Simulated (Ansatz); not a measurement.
# MnCo5N4, one structure, two calculations

Cell: a computed structure from the Materials Project (it need not be an observed phase), atoms as given.

Space group Pmmn:1 (No. 59); a = 5.9135, b = 6.8315, c = 4.5275 Å.

| site | Wyckoff | site symmetry | x | y | z |
| --- | --- | --- | --- | --- | --- |
| Mn | 2b | mm2 | 0.0000 | 0.5000 | 0.3175 |
| Co3 | 8g | 1 | 0.2767 | 0.3145 | 0.7466 |
| Co11 | 2a | mm2 | 0.5000 | 0.5000 | 0.2401 |
| N13 | 4f | .m. | 0.7773 | 0.5000 | 0.0318 |
| N17 | 4e | m.. | 0.5000 | 0.2346 | 0.4548 |

One atom of each set is listed.

First run. Computed with Ansatz: DFT, PBE, plane waves and PAW, scalar-relativistic, collinear spin, 420 eV cutoff, Γ-centred 5×4×6 k-points, Fermi–Dirac smearing 0.02 eV. Start moments as typed (μB): 5 on each Mn, 3 on each Co, none on the rest.

| site | V_zz (10²¹ V/m²) | η |
| --- | --- | --- |
| Mn | -2.26 | 0.10 |
| Co3 | 1.66 | 0.75 |
| Co11 | -1.93 | 0.97 |
| N13 | -2.00 | 0.12 |
| N17 | 0.29 | 0.67 |

Second run. The same atoms and settings, except that the mesh is 6×5×7 and the Fermi–Dirac smearing is 0.05 eV.

Task: Given the first result, estimate the second.

Result: 

| site | V_zz | η | change of V_zz |
| --- | --- | --- | --- |
| Mn | -2.31 | 0.10 | -0.05 |
| Co3 | 1.69 | 0.73 | +0.03 |
| Co11 | -1.89 | 0.90 | +0.04 |
| N13 | -2.00 | 0.13 | 0.00 |
| N17 | 0.28 | 0.63 | -0.01 |

The largest change of V_zz is on Mn, from -2.26 to -2.31. In per cent, |V_zz| changes by +2 on Mn (all sites that start above 2).

With these PAW files V_zz is typically within 2 to 3 % of all-electron values, but misses above 10 % occur on Co. Semilocal functionals make gaps too small and can close them, so the real compound need not be a metal. The start moments die out, and the run ends without spin.
